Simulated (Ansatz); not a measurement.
CdF2:
```cif
data_CdF2
_chemical_formula_sum 'Cd1 F2'
_space_group_name_H-M_alt 'P 1'
_space_group_IT_number 1
_cell_length_a 3.81237
_cell_length_b 3.81237
_cell_length_c 3.81237
_cell_angle_alpha 60.000
_cell_angle_beta 60.000
_cell_angle_gamma 60.000
loop_
_space_group_symop_operation_xyz
  'x, y, z'
loop_
_atom_site_label
_atom_site_type_symbol
_atom_site_fract_x
_atom_site_fract_y
_atom_site_fract_z
_atom_site_occupancy
Cd1 Cd 0.00000 0.00000 0.00000 1
F1 F 0.25000 0.25000 0.25000 1
F2 F 0.75000 0.75000 0.75000 1
```

Relaxed with r²SCAN. DFT-r²SCAN in the program Ansatz with PAW potentials gives a gap of 3.78 eV.

**Question.** What gap does HSE06 give on the same cell (Ansatz, PAW)?

**Answer.** 5.19 eV, 1.41 eV more. The hybrid was solved on a coarser mesh and at special points; the gap given is the minimum over both.

```csv
k,v1 r²SCAN,c1 r²SCAN,v1 HSE06,c1 HSE06
Γ,-0.51,3.78,-0.58,5.20
X,-0.09,8.90,…,…
L,-0.41,8.01,…,…
W,0.00,8.97,…,…
K,-0.20,8.85,…,…
```

**Question.** Top valence (v1) and lowest conduction level (c1) in eV from each method's valence maximum (which need not be a listed point): supply the withheld HSE06 values.

**Answer.** 
- X, v1 HSE06: -0.09
- X, c1 HSE06: 10.44
- W, v1 HSE06: 0.00
- W, c1 HSE06: 10.52
- L, v1 HSE06: -0.45
- L, c1 HSE06: 9.51
- K, v1 HSE06: -0.22
- K, c1 HSE06: 10.39

Cost on shared cores: the r²SCAN run (SCF on a 9×9×9 mesh, then bands and DOS) around 28 core-seconds (rough), the HSE06 run (SCF on 7×7×7, then a few points) roughly 3 core-minutes; the tasks are unlike.

Space group Fm-3m (fluorite). The r²SCAN relaxation kept the symmetry of its start. Spin–orbit coupling is left out wherever it is not named.

Potentials: the earlier of the program's two PAW sets. The files were generated under PBE; for other functionals the program regenerates the frozen cores, and for LDA and PBEsol the local potential too.
